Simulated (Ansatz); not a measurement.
# Mo: is the k mesh converged?

Mo in the bcc lattice, in a typed cell, not relaxed.

```
CELL_PARAMETERS angstrom
-1.58000 1.58000 1.58000
1.58000 -1.58000 1.58000
1.58000 1.58000 -1.58000
ATOMIC_POSITIONS crystal
Mo 0.00000 0.00000 0.00000
```

Settings of the Ansatz calculation: PBE; Ansatz hand-made PAW at 500 eV; k mesh 8×8×8; Fermi–Dirac smearing of 0.1 eV; no spin. Harmonic phonons by finite displacements in cells commensurate with each q, in cm⁻¹; i marks an unstable mode.

Caveats: coarse k mesh.

At 15.78 Å³ an atom it gives lowest mode at q = [0.5, -0.5, 0.5] (cm⁻¹) 187; top mode at q = [0.5, -0.5, 0.5] (cm⁻¹) 187.

Repeat on 12×12×12. Do the numbers hold?


```json
{"k mesh": "12×12×12", "cutoff (eV)": "500", "volume (Å³/atom)": "15.78", "lowest mode at q = [0.5, -0.5, 0.5] (cm⁻¹)": "191", "top mode at q = [0.5, -0.5, 0.5] (cm⁻¹)": "191"}
```

These numbers hold within 3 %, but another mode of these runs, not in the table, moves by 47 cm⁻¹.
